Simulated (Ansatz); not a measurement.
Ca₄Bi₂O in space group I4/mmm (No. 139; Ca on 4e, Ca on 4c, Bi on 4e, O on 2b), DFT-r²SCAN in the program Ansatz with PAW potentials. The conduction-band minimum lies at M, with 1 equivalent valley. Second derivatives d²E/dk² of the lowest band at one valley (eV·Å²), along Cartesian directions:

```tsv
direction	d²E/dk²
[100]	45.00
[010]	45.00
[001]	7.176
[110]	45.39
[101]	26.21
[011]	26.21
```

**Question.** Find the principal effective masses, the density-of-states mass and the conductivity mass.

**Answer.** Off-diagonal terms follow from H_xy = H[110] − (H_xx + H_yy)/2, and m*/mₑ = 7.620 eV·Å² over each eigenvalue: 0.17, 0.17, 1.1. One valley's DOS mass (m₁m₂m₃)^(1/3) = 0.31, conductivity mass 3/(Σ 1/mᵢ) = 0.24 mₑ.

**Question.** What effective density of states Nc follows at 300 K for parabolic valleys?

**Answer.** Nc = 2.509e19 × 1 × (0.31)^(3/2) ≈ 4.3e18 cm⁻³.

The first step of the workflow began from a Materials Project structure, measured or hypothetical; the Crystallography Open Database copy checked does not list it. Whether it is the stable phase at ambient conditions was not checked. The r²SCAN relaxation kept the symmetry of its start; whether a distortion lowers the energy is not shown. Spin–orbit coupling is left out wherever it is not named.

Potentials: the later of the program's two PAW sets.

Edges and masses are those of Kohn–Sham bands, whose gap is no quasiparticle gap.
